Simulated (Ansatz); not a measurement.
The relaxed structure here is a generated cell of Ir: the first start was made by a random draw of sites in a space group, and the end was not matched to a known phase here, so it may be hypothetical. Known forms of Ir include space group No. 225.

One stationary structure of Ir. Computed with r2SCAN (plane waves to 500 eV, PAW, scalar-relativistic; Ansatz, a first-principles code).

```cif
data_Ir3
_chemical_formula_sum 'Ir3'
_space_group_name_H-M_alt 'P 1'
_space_group_IT_number 1
_cell_length_a 2.70191
_cell_length_b 2.70191
_cell_length_c 6.89516
_cell_angle_alpha 90.000
_cell_angle_beta 90.000
_cell_angle_gamma 120.000
loop_
_space_group_symop_operation_xyz
  'x, y, z'
loop_
_atom_site_label
_atom_site_type_symbol
_atom_site_fract_x
_atom_site_fract_y
_atom_site_fract_z
_atom_site_occupancy
Ir1 Ir 0.50000 0.50000 0.33333 1
Ir2 Ir 0.50000 0.00000 0.00000 1
Ir3 Ir 0.00000 0.50000 0.66667 1
```

### Question
Determine the symmetry and give the standard cell with its independent sites.

### Answer
Space group P6₂22 (No. 180); a = 2.702 Å, b = 2.702 Å, c = 6.895 Å, α = 90.00°, β = 90.00°, γ = 120.00°

```json
[
 {"atom": "Ir", "site": "3c", "symmetry": "222", "x": "0.5000", "y": "0.0000", "z": "0.0000"}
]
```

### Question
Give the shortest distances between elements (the closest pairs, up to four, under 3.6 Å).

### Answer
Ir–Ir 2.67 Å.

The volume per atom is 14.53 Å³ and the band gap is zero (metallic).

No spin polarisation in the result.

The run could not lose the symmetry of its start: the end is stationary, and may be a saddle point rather than a minimum.
